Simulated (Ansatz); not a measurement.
Molecular dynamics on a 2×2×1 supercell (16 atoms) of BBi (wurtzite), relaxed with r2SCAN. Forces come from PBEsol in the PAW code Ansatz: a Nosé-Hoover thermostat at fixed volume, 450 K, steps of 3 fs. Computed, non-magnetic; the trajectory is short and the cell small, so nothing here is a converged average. The structure comes from a prototype and may be hypothetical.

```yaml
crystal:
  lattice:
    - [7.7311530133, 0.0, 0.0]
    - [-3.8655765066, 6.69537491, 0.0]
    - [0.0, 0.0, 6.3754468436]
  atoms:
    - { symbol: B, position: [0.1666666667, 0.3333333333, 0.0002433706] }
    - { symbol: B, position: [0.3333333333, 0.1666666667, 0.5002433706] }
    - { symbol: Bi, position: [0.1666666667, 0.3333333333, 0.3747566294] }
    - { symbol: Bi, position: [0.3333333333, 0.1666666667, 0.8747566294] }
    - { symbol: B, position: [0.1666666667, 0.8333333333, 0.0002433706] }
    - { symbol: B, position: [0.3333333333, 0.6666666667, 0.5002433706] }
    - { symbol: Bi, position: [0.1666666667, 0.8333333333, 0.3747566294] }
    - { symbol: Bi, position: [0.3333333333, 0.6666666667, 0.8747566294] }
    - { symbol: B, position: [0.6666666667, 0.3333333333, 0.0002433706] }
    - { symbol: B, position: [0.8333333333, 0.1666666667, 0.5002433706] }
    - { symbol: Bi, position: [0.6666666667, 0.3333333333, 0.3747566294] }
    - { symbol: Bi, position: [0.8333333333, 0.1666666667, 0.8747566294] }
    - { symbol: B, position: [0.6666666667, 0.8333333333, 0.0002433706] }
    - { symbol: B, position: [0.8333333333, 0.6666666667, 0.5002433706] }
    - { symbol: Bi, position: [0.6666666667, 0.8333333333, 0.3747566294] }
    - { symbol: Bi, position: [0.8333333333, 0.6666666667, 0.8747566294] }
kpoints:
  mp_grid: { grid: [3, 3, 2] }
hamiltonian:
  xc: pbesol
scf:
  occupations: { method: fermi_dirac, width: 0.039 }
md:
  ensemble: nvt_nose_hoover
  temperature: 450
  timestep: 3.0
  n_steps: 30
  initial_velocities: maxwell_boltzmann
  seed: 6462
```

Run as `ansatz run input.yaml --threads 4 --pin off --max-ram 3686MiB --backend cpu --events-out ev --progress --plain --runs-dir out`. Wall time 3.4 min on 4 threads of Arm Neoverse V1, with other jobs on the host, load about 0.9 per core; peak host memory 1.1 GiB.

```tsv
step	t (fs)	T (K)	free energy F from step 0 (meV/atom)	kinetic energy (meV/atom)	largest force (eV/Å)
0	0	450	0.0	54.5	0.01
1	3	432	2.2	52.4	0.41
2	6	385	8.0	46.7	0.80
3	9	323	15.7	39.1	1.12
4	12	265	22.9	32.1	1.35
5	15	227	27.7	27.5	1.44
6	18	218	28.7	26.5	1.41
7	21	238	26.3	28.9	1.25
8	24	276	21.7	33.5	1.14
9	27	317	16.9	38.4	1.06
10	30	344	13.7	41.7	0.96
11	33	348	13.4	42.2	1.10
12	36	325	16.6	39.4	1.30
13	39	277	22.7	33.6	1.51
14	42	216	30.4	26.2	1.70
15	45	157	38.0	19.0	1.84
16	48	114	43.4	13.8	1.91
17	51	99	45.4	12.0	1.94
18	54	113	43.8	13.7	1.89
19	57	150	39.4	18.2	1.77
20	60	195	34.2	23.6	1.62
21	63	233	29.9	28.2	1.44
22	66	252	28.1	30.6	1.32
23	69	248	29.3	30.0	1.25
24	72	221	33.1	26.8	1.40
25	75	182	38.4	22.1	1.56
26	78	144	43.5	17.5	1.69
27	81	121	46.8	14.6	1.78
28	84	121	47.2	14.6	1.80
29	87	146	44.4	17.7	1.77
30	90	190	39.5	23.1	1.67
```

The temperature starts at 450 K, is lowest at step 17 (99 K, 51 fs) and ends at 190 K. The thermostat hasn't had time to restore it. The atoms start on their lattice sites with kinetic energy alone, so much of it first passes into potential energy. By the last step the atoms have moved 0.13 Å in the root mean square, the drift of the whole cell taken out, 0.20 Å at most.

Positions (Å) and forces (eV/Å) at step 30:
```
B    0.123   2.340   0.069    -0.777  -0.015  -0.143
B    1.978   1.060   3.197     0.005  -0.476  -0.610
Bi   0.083   2.183   2.431     0.036   1.060  -0.082
Bi   1.826   1.131   5.496     1.281  -0.467   0.968
B   -1.941   5.546   0.021    -0.354   0.518   0.141
B   -0.068   4.520   3.327     0.481  -0.584  -1.114
Bi  -2.051   5.426   2.424     0.674   0.989  -0.034
Bi  -0.005   4.545   5.641     0.584   0.093   0.076
B    3.807   2.207   0.006     0.070   0.083  -0.691
B    5.857   1.148   3.059    -0.062  -0.423   0.881
Bi   3.904   2.200   2.315    -0.469  -0.586   0.614
Bi   5.875   1.277   5.573    -0.460  -0.571  -0.251
B    1.963   5.682  -0.045     0.054   0.067   0.199
B    3.763   4.336   3.231     0.279   0.326  -0.012
Bi   1.966   5.558   2.378    -0.937   0.195   0.125
Bi   3.863   4.459   5.601    -0.404  -0.210  -0.068
```
